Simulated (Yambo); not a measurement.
```xyz
8
Lattice="5.5411 -2.1693 0.0000 5.5411 2.1693 0.0000 -2.1482 0.0000 7.1198" Properties=species:S:1:pos:R:3 pbc="T T T"
H      9.1313     0.0000     4.4070
H     -0.1974     0.0000     2.7129
O      8.1728     0.0000     4.2433
O      0.7612     0.0000     2.8766
Br     5.0055     0.0000     5.8851
Br     3.9284     0.0000     1.2347
Sr     7.1458     0.0000     1.9665
Sr     1.7882     0.0000     5.1533
```

Response from Yambo on norm-conserving LDA (Quantum ESPRESSO, 84 Ry, scalar-relativistic) bands: 4×4×2 mesh, 124 bands, 3 Ry local-field block, 0.2 eV broadening.

Q: Give the static electronic dielectric constant without and with local fields along each axis.

A: 
| field along | ε(0), independent particles | ε(0), RPA with local fields | refractive index √ε |
|---|---|---|---|
| x | 3.31 | 2.85 | 1.69 |
| y | 3.34 | 2.94 | 1.71 |
| z | 3.30 | 2.87 | 1.70 |
Electronic (clamped-ion) response only. LDA gaps are usually too small, which raises these values. Convergence of the RPA response with its 4×4×2 mesh was not tested. x, y and z are Cartesian axes of the cell as given.

Spin-orbit coupling is not included.

Geometry of the Materials Project entry, not relaxed at this level.

The structure is a Materials Project entry; no match was found in the copy of COD used, and its stability was not checked.
